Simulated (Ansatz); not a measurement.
This is a band-structure calculation with Ansatz 0.2.0 on In4SbAs3, ordered on the wurtzite lattice with 8 atoms a cell; the level of theory is PBE. The cell was relaxed beforehand with r2SCAN.

```yaml
crystal:
  lattice:
    - [8.1577911798, -2.1959217053, 0.0281163783]
    - [8.1577911798, 2.1959217053, 0.0281163783]
    - [-3.5581658991, 0.0, 6.7173941487]
  atoms:
    - { symbol: As, position: [1.0037580447, 1.0037580447, 0.6705110754] }
    - { symbol: As, position: [0.7503193698, 0.7503193698, 0.0853260815] }
    - { symbol: In, position: [0.1878073185, 0.1878073185, 0.864896803] }
    - { symbol: In, position: [0.9367967234, 0.9367967234, 0.2733990543] }
    - { symbol: As, position: [0.495891476, 0.495891476, 0.163606357] }
    - { symbol: Sb, position: [0.251021979, 0.251021979, 0.5816697766] }
    - { symbol: In, position: [0.6793980616, 0.6793980616, 0.3343952576] }
    - { symbol: In, position: [0.4450070269, 0.4450070269, 0.7761955943] }
kpoints:
  mp_grid: { grid: [6, 6, 4] }
  band_path:
    path:
      - [[0.0, 0.0, 0.0], [-0.2731126462277, 0.2731126462277, 2.910554731151e-17]]
      - [[0.2731126462277, 0.7268873537723, 6.192359402217e-18], [0.5, 0.5, 6.192359402217e-18], [0.0, 0.0, 0.0], [0.5, 0.5, -0.5], [0.25004324528, 0.74995675472, -0.5]]
      - [[-0.25004324528, 0.25004324528, -0.5], [-2.33610066954e-20, -2.078663302764e-19, -0.5], [0.0, 0.0, 0.0]]
      - [[-1.104565545901e-17, 0.5, -0.5], [0.0, 0.0, 0.0], [1.52421811354e-19, 0.5, 1.793301262253e-17]]
    npoints: 10
hamiltonian:
  xc: pbe
scf:
  occupations: { method: fermi_dirac, width: 0.02 }
  n_extra_bands: 6
output:
  forces: true
  stress: true
  eigenvalues: true
```

Some lines of the output have been replaced by numbered gaps.
```
Functional definition: PBE
Crystal: 8 atoms, lattice volume = 241.108 Å³
Basis set: ecut = 420 eV, 4707 PW (Γ)
Bands: 62, of which v1, the nominal top of the filled ones, is band 56 counted from 1 (55 counted from 0)
[1]
NSCF: frozen V_eff on 94 k-points
Free energy (F): -43445.718957 eV
Internal energy: -43445.718533 eV  (E = F + TS)
E sigma→0 (E₀):  -43445.718745 eV
Entropy (-TS):   -0.000425 eV (-0.053 meV/atom)
[2]
--- Per-component energies (eV) ---
  E_band       = -1236.668300
  E_kinetic    = 1488.913860
  E_local      = -13265.270484
  E_nonlocal   = -179.742685
  E_hartree    = 6233.343017
  E_xc         = -1236.170878
  E_vxc        = -729.870789
  E_paw        = -26703.846382
  E_vpaw       = -1017.390371
  E_ewald      = -9782.945108
  E_smearing   = -0.000425
--- Forces (eV/Å), atoms counted from 1 ---
  atom   1  As    -0.00261      0.00000    -0.01435
  atom   2  As      0.01876      0.00000    -0.00012
  atom   3  In      0.00577      0.00000      0.00326
  atom   4  In      0.00036      0.00000      0.00591
  atom   5  As    -0.02340      0.00000    -0.00041
  atom   6  Sb      0.00782      0.00000      0.01040
  atom   7  In    -0.00892      0.00000    -0.00264
  atom   8  In      0.00223      0.00000    -0.00205
--- Stress (GPa, compression-positive) ---
[3]
--- Band table (eV; the first three rows and the last of 47) ---
[4]
```

The rows of the band table are 0: (0, 0, 0) = Γ, 1: (0, 0, 1/4), 2: (0, 0, -1/2) = A, 46: (-1/2, -1/2, -1/2) = M₂.

Q: What stood in the gaps? They hold the Fermi energy and the band table, the stress, the symmetry found.

A:
```
[1]
Symmetry: 2 space group operations
Space group: Cm (ITA 8)
[2]
Fermi energy:    7.462395 eV
[3]
        1.793659       0.000000      -0.000174
        0.000000       1.812616       0.000000
       -0.000174       0.000000       1.789727
  P = ⅓ Tr σ = 1.7987 GPa (17.987 kbar)
[4]
  k-point 0: bands = […, 5.7034, 6.3140, 6.3782, 6.8339, 7.2416, 7.4224, 7.4818, 7.9488, 8.5604, 8.8567, …]
  k-point 1: bands = […, 5.6217, 5.8906, 5.8931, 6.2501, 6.9976, 7.2719, 8.3422, 8.4546, 8.8580, 9.4860, …]
  k-point 2: bands = […, 5.6036, 5.8162, 6.1798, 6.4026, 6.5929, 6.9428, 8.5883, 8.6869, 9.3269, 9.9524, …]
  k-point 46: bands = […, 5.5934, 5.8235, 6.2520, 6.4118, 6.5548, 6.9395, 8.5858, 9.1174, 9.2831, 9.3235, …]
```
Only the leading digits can be foreseen; the rest is this run's record.

PBE gives a gap of zero: filled and empty bands touch at A–Γ (0.90 of the way from A). Edges are sought over the mesh and the listed points. The mean pressure at these positions is +1.80 GPa, compression counted positive. The largest force is 0.02 eV/Å.

Run as `ansatz run input.yaml --threads 4 --pin off --max-ram 6451MiB --backend cpu --events-out ev --progress --plain --runs-dir out`.

Q: What wall time did it need on 4 threads of Arm Neoverse V2 (shared host), load about 0.4 per core, and how much host memory at the peak?

A: About 33 s, with a peak of 1.2 GiB.

No spin polarisation. The prototype was imposed, so other structures may be more stable.

Spin-orbit coupling is left out, which matters wherever the heavy atoms make up the band edges.
